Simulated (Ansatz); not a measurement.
ZnSN₄, a known structure type with other elements, at an estimated volume

```yaml
crystal:
  lattice:
    - [0.00000, 3.60893, 3.60893]
    - [3.60893, 0.00000, 3.60893]
    - [3.60893, 3.60893, 0.00000]
  atoms:
    - { symbol: S, position: [0.00000, 0.00000, 0.00000] }
    - { symbol: N, position: [0.88000, 0.88000, 0.88000] }
    - { symbol: N, position: [0.88000, 0.88000, 0.36000] }
    - { symbol: N, position: [0.36000, 0.88000, 0.88000] }
    - { symbol: N, position: [0.88000, 0.36000, 0.88000] }
    - { symbol: Zn, position: [0.75000, 0.75000, 0.75000] }
```

The numbers come from plane-wave PAW DFT (Ansatz): PBEsol, no spin polarisation, 420 eV, 8×8×8 Γ-centred k points, fermi-dirac occupations (width 0.1 eV). Nothing was relaxed.

(1) Which element gives electrons and which takes them?

(2) Is it stable against the elements?

(3) Is there a gap?

(4) Where is the largest force?

Origin: a known structure type with other elements, at an estimated volume, so it need not be a known compound. Caveats: many states at the Fermi level without spin polarisation, so a magnetic state may lie lower; atoms or cell far from equilibrium.

Answers

(1) Bader charges in e: Zn +1.41, S +3.68, N -1.27. In the mean S gives up most and N takes most.

(2) 1.94 eV an atom against the elements' usual phases (free molecules for gases, crystals otherwise, with no correction for O₂ or N₂), so at this geometry it isn't bound against them. Relaxing would lower it.

(3) It is a metal, with about 10 states/eV a cell as the mean within 0.25 eV of the Fermi level, mostly N p (89 %).

(4) The largest is on N3 (and as large on other atoms): 6.90 eV/Å, components (-3.99, -3.99, 3.99). It makes 0° with the line to a nearest neighbour, S1 at 1.50 Å, pointing towards it.
